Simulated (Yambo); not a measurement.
Yambo run on Sr2FeH6 (space group Fm-3m, No. 225). The wavefunctions are norm-conserving PBEsol (Quantum ESPRESSO, 90 Ry, no spin-orbit coupling) ones on a 4×4×4 mesh (21 occupied bands); a = b = c = 5.243 Å, α = β = γ = 60.00°.

Yambo input:

```
rim_cut
gw0
dyson
el_el_corr
HF_and_locXC
ppa
em1d
RandQpts= 1000000
RandGvec= 1 Ry
EXXRLvcs= 90 Ry
VXCRLvcs= 360 Ry
Chimod= "HARTREE"
% BndsRnXp
 5 | 97 |
%
NGsBlkXp= 7 Ry
% LongDrXp
 1.0 | 1.0 | 1.0 |
%
PPAPntXp= 27.2114 eV
% GbndRnge
 1 | 97 |
%
GTermKind= "BG"
DysSolver= "n"
ExtendOut
% QPkrange
 1 | 1 | 21 | 21 |
 7 | 7 | 21 | 22 |
%
```

k points by index: 1 = Γ, 7 = X.

The o-*.qp file then holds:

```
#    K-point    Band    Eo [eV]    E [eV]    E-Eo [eV]    Vxc [eV]    Vnlxc [eV]    Sc|Eo [eV]    Sc|E [eV]    dSc/dw|Eo [eV]    Re(Z)    Im(Z)
#
    1    21    0.000000    -0.074179    -0.074179    -24.65454    -30.26738    5.510489    5.538660    -10.30667    0.725283    -0.001883
    7    21    -0.062827    -0.125406    -0.062579    -24.35419    -29.87145    5.430984    5.454685    -10.27360    0.725923    -0.001888
    7    22    1.084227    2.224310    1.140083    -19.23178    -13.65226    -4.108328    -4.439434    -7.901866    0.774958    -0.001504
```
(The two width columns are left out.) Convergence of these settings isn't established.

Geometry of the Materials Project entry, not relaxed at this level.

The structure is a Materials Project entry; no match was found in the copy of COD used, and its stability was not checked.

The runs are not spin-polarised; magnetic order was not tried.
